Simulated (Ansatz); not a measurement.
## SnO₂, first-principles data

SnO$_{2}$:
```yaml
crystal:
  lattice:
    - [3.54943, 0.00000, 0.00000]
    - [0.00000, 3.54943, 0.00000]
    - [0.00000, 0.00000, 5.42846]
  atoms:
    - { symbol: Sn, position: [0.00000, 0.00000, 0.00000] }
    - { symbol: Sn, position: [0.50000, 0.50000, 0.50000] }
    - { symbol: O, position: [0.00000, 0.50000, 0.17716] }
    - { symbol: O, position: [0.00000, 0.50000, 0.67716] }
    - { symbol: O, position: [0.50000, 0.00000, 0.32284] }
    - { symbol: O, position: [0.50000, 0.00000, 0.82284] }
```

Space group P4_2/nmc (No. 137); conventional cell a = b = 3.549 Å, c = 5.428 Å, α = β = γ = 90.00°.

Method: DFT-r²SCAN in the program Ansatz with PAW potentials. The cell and atoms are relaxed at this level. Other levels are named where they apply.

### Cell and energy

- Volume per atom: 11.40 Å³
- Density: 7.32 g/cm³
- Formation energy from the elements (no fitted shifts): -1.66 eV/atom

### Electronic structure

- Band gap = 1.70 eV (indirect)
- Valence-band maximum = at M
- Conduction-band minimum = at Γ
- Smallest direct gap on the standard path = 1.83 eV
- Electron effective mass = 0.18, 0.18, 0.19 mₑ (principal values)

### Mechanics

- Bulk modulus (Birch–Murnaghan fit): 149 GPa
- Pressure derivative B′: 6.3
- Elastic constants (relaxed ions, GPa): C11 = 286, C12 = 271, C13 = 72.1, C33 = 200, C44 = -28.0, C66 = 154
- Mechanical stability: unstable (C has a negative eigenvalue)

The cell is a constructed one: a structure type filled with these elements; neither database checked (COD, Materials Project) lists it. It is not the phase usual at ambient conditions (space group No. 136). The cell was relaxed with r²SCAN under the symmetry of its start. The references are the lowest solids computed at this level, not always the standard phases (solids in place of the gases). Scalar-relativistic: spin–orbit coupling is off unless named, which matters more the heavier the elements.

Potentials: the later of the program's two PAW sets.
